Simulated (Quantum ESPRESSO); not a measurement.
pw.x input (Quantum ESPRESSO 7.5; PBEsol, PseudoDojo standard norm-conserving files, scalar-relativistic):

```
&CONTROL
  calculation = 'scf'
  pseudo_dir = './pseudo'
  outdir = './out'
  tprnfor = .true.
  tstress = .true.
/
&SYSTEM
  ibrav = 0
  nat = 2
  ntyp = 2
  ecutwfc = 88.0
  ecutrho = 352.0
  occupations = 'smearing'
  smearing = 'fd'
  degauss = 0.002
  nbnd = 14
/
&ELECTRONS
  conv_thr = 2e-10
/
ATOMIC_SPECIES
Be 9.0122 Be.upf
Se 78.9710 Se.upf
CELL_PARAMETERS angstrom
  0.000000000000   2.565126145000   2.565126145000
  2.565126145000   0.000000000000   2.565126145000
  2.565126145000   2.565126145000   0.000000000000
ATOMIC_POSITIONS crystal
Be   0.000000000000   0.000000000000   0.000000000000
Se   0.750000000000   0.750000000000   0.750000000000
K_POINTS automatic
10 10 10 0 0 0
```

End of the output:

```
     total energy              =    -270.10331236 Ry
     estimated scf accuracy    <       0.00000310 Ry
     total energy              =    -270.10331295 Ry
     estimated scf accuracy    <       0.00000005 Ry
     total energy              =    -270.10331296 Ry
     estimated scf accuracy    <          2.2E-09 Ry
[...]
     the Fermi energy is     9.1904 ev
!    total energy              =    -270.10331296 Ry
     estimated scf accuracy    <          9.4E-11 Ry
     smearing contrib. (-TS)   =      -0.00000000 Ry
     internal energy E=F+TS    =    -270.10331296 Ry
     The total energy is F=E-TS. E is the sum of the following terms:
     one-electron contribution =    -155.44037753 Ry
     hartree contribution      =      77.29282090 Ry
     xc contribution           =     -52.73326412 Ry
     ewald contribution        =    -139.22249220 Ry
     convergence has been achieved in   7 iterations
     Forces acting on atoms (cartesian axes, Ry/au):
     atom    1 type  1   force =     0.00000000   -0.00000000   -0.00000000
     atom    2 type  2   force =    -0.00000000    0.00000000    0.00000000
     Total force =     0.000000     Total SCF correction =     0.000000
     Computing stress (Cartesian axis) and pressure
          total   stress  (Ry/bohr**3)                   (kbar)     P=       -0.09
  -0.00000059   0.00000000   0.00000000           -0.09        0.00        0.00
   0.00000000  -0.00000059   0.00000000            0.00       -0.09        0.00
   0.00000000   0.00000000  -0.00000059            0.00        0.00       -0.09
```
In a gapped system the printed Fermi energy is only some level inside the gap.

Spin-orbit coupling is not included.

Geometry relaxed with PBEsol.
